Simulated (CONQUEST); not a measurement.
Input and output of a self-consistent single point for Mo (Im-3m, 2 atoms in the cell; from Materials Project mp-129, changed as shown) (CONQUEST).

Level of theory: PBE, numerical atomic orbitals double-zeta with polarisation (the shipped basis), PseudoDojo norm-conserving potentials made for PBE in CONQUEST.

The change in words: volume scaled by 1.06. Reference geometry (Im-3m):
```yaml
crystal:
  lattice:
    - [3.16762, 0.00000, 0.00000]
    - [0.00000, 3.16762, 0.00000]
    - [0.00000, 0.00000, 3.16762]
  atoms:
    - { symbol: Mo, position: [0.00000, 0.00000, 0.00000] }
    - { symbol: Mo, position: [0.50000, 0.50000, 0.50000] }
```

Reference input (self-consistent single point, DFT, PBE, numerical atomic orbitals double-zeta with polarisation (the shipped basis), PseudoDojo norm-conserving potentials made for PBE): basis = DZP; Diag.MPMeshX, Y, Z = 5 5 5; potentials = PseudoDojo norm-conserving PBE; Grid.GridCutoff = 140 Ha; DM.SolutionMethod = diagon; Diag.SmearingType = 1; Diag.kT = 0.003675 Ha; Diag.GammaCentred = true; Diag.MPOrder = 0; minE.SCTolerance = 1.0e-06; SC.MaxIters = 100; SC.LinearMixingFactor = 0.5. This run's input differs from it in these lines:

```diff
@@ -32,5 +32,5 @@
 # file: input.coords
-     5.985934267      0.000000000      0.000000000
-     0.000000000      5.985934267      0.000000000
-     0.000000000      0.000000000      5.985934267
+     6.103337282      0.000000000      0.000000000
+     0.000000000      6.103337282      0.000000000
+     0.000000000      0.000000000      6.103337282
 2
```

Log, with long lists cut:

```
    new_SC_potl: Starting.  Tolerance:  0.10000E-05

    PulayMixSC: Starting Pulay mixing, A_up =  0.500 A_dn =  0.500
    PulayMixSC: Spin non-polarised calculation.
    PulayMixSC: with Kerker preconditioning, q0 =  0.100
          Harris-Foulkes Energy            :      -140.586219548798539 Ha
          GroundState Energy (kT --> 0)    :      -140.586559646333853 Ha
          Free Energy (E-TS)               :      -140.586899743869168 Ha
          DFT Total Energy                 :      -140.474054156425183 Ha
          Total number of electrons        :        27.999999999998678
   [... lines left out ...]
          Total number of electrons        :        28.000057198246086
    PulayMixSC: Pulay iteration     6 residual:              0.27016E-05
          Harris-Foulkes Energy            :      -140.523014106627670 Ha
          GroundState Energy (kT --> 0)    :      -140.523685757881935 Ha
          Free Energy (E-TS)               :      -140.524357409136201 Ha
          DFT Total Energy                 :      -140.523014106615165 Ha
          Total number of electrons        :        28.000057223588261
    PulayMixSC: Pulay iteration     7 residual:              0.22508E-06
    PulayMixSC: Reached SCF tolerance of  0.22508E-06 after      7 iterations
      | Number of electrons      =        28.000057
      |* band energy as 2Tr[K.H] =       -31.616269368247277 Ha
      |  screened ion-ion energy =      -111.547978577767964 Ha
      |  Ha correction           =         1.899252549505211 Ha
      |  XC correction           =         0.741977967054739 Ha
      | GS Energy with kT -> 0   =      -140.523685757881935 Ha
      | Free Energy as E-TS      =      -140.524357409136201 Ha
      |* Harris-Foulkes energy   =      -140.523014106627670 Ha
      |* DFT total energy        =      -140.523014106615165 Ha
      |  estimated accuracy      =        -0.000000000012506 Ha

    force: Forces on atoms (Ha/a0)
    force:  Atom   X              Y              Z
    force:     1  -0.0000000000  -0.0000000000  -0.0000000000
    force:     2   0.0000000000  -0.0000000000   0.0000000000

    force: Maximum force :        0.00000000(Ha/a0) on atom         1 in z direction
    force: Force Residual:        0.00000000 Ha/a0
    force: Total stress:         12.76871779    12.76871779    12.76871779 GPa
    force: Average pressure:    -12.76871779 GPa

    force: Finished force
    get_E_and_F: Change in energy during last step of electronic optimisation: -0.24971E-06
```

The run converged in 7 iterations. CONQUEST prints the stress tensor with tension positive. Against the reference run the free energy rises by 34.2 meV/atom and the pressure goes from 0.70 to -12.77 GPa.

The program uses no crystal symmetry, so grid and mesh can part values that symmetry would make equal. The atom-centred basis is finite, which shifts total energies and pressures against plane waves. The structure comes from a collection of computed structures, made at another level of theory; the collection holds predicted forms beside known ones. No clean gap shows at this smearing width and mesh (spacing up to 0.39 Å⁻¹); the mesh is coarse for partly filled bands, so the values carry mesh errors.

Cost on one core: very roughly 50 core-seconds.
